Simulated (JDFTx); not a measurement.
Tl(1 0 -1 0) slab cut from bulk Tl (space group P6_3/mmc, indices of the conventional cell, lattice of the Materials Project entry mp-82, not re-optimised): 6 atoms in 6 planes, a 1x1 cell of 19.75 Å² (|a| = 3.497, |b| = 5.647 Å), 7.1 Å between the outermost planes, cell height 23.1 Å, 6×4×1 k mesh, Fermi smearing 0.01 Ha, no spin polarisation.

All numbers are PBE, GBRV ultrasoft potentials, plane waves to 20/100 Ha results from JDFTx (a modified build), not measurements. Liquid: linear PCM (GLSSA13), water, 1 M NaF; nuclei fixed. Potentials are counted from the potential of zero charge; σ repeats to about 1 %.

```json
[
 {"U − U_pzc (V)": "-0.90", "σ (μC/cm², per face)": "withheld"},
 {"U − U_pzc (V)": "-0.50", "σ (μC/cm², per face)": "-8.49"},
 {"U − U_pzc (V)": "-0.23", "σ (μC/cm², per face)": "-4.00"},
 {"U − U_pzc (V)": "-0.15", "σ (μC/cm², per face)": "-2.58"},
 {"U − U_pzc (V)": "0.50", "σ (μC/cm², per face)": "9.65"},
 {"U − U_pzc (V)": "0.90", "σ (μC/cm², per face)": "18.26"}
]
```

Task: Fit σ = C₀x + bx² (x = U − U_pzc) to the other rows by least squares, predict the withheld value, and compare with the run.

Result: The fit gives C₀ (μF/cm²) = 18.1, b (μF/cm²/V) = 2.41, with a root-mean-square miss of 0.04 μC/cm² on its own rows. It predicts -14.4 μC/cm²; the run gives -14.8 μC/cm², a miss of 0.4 μC/cm².
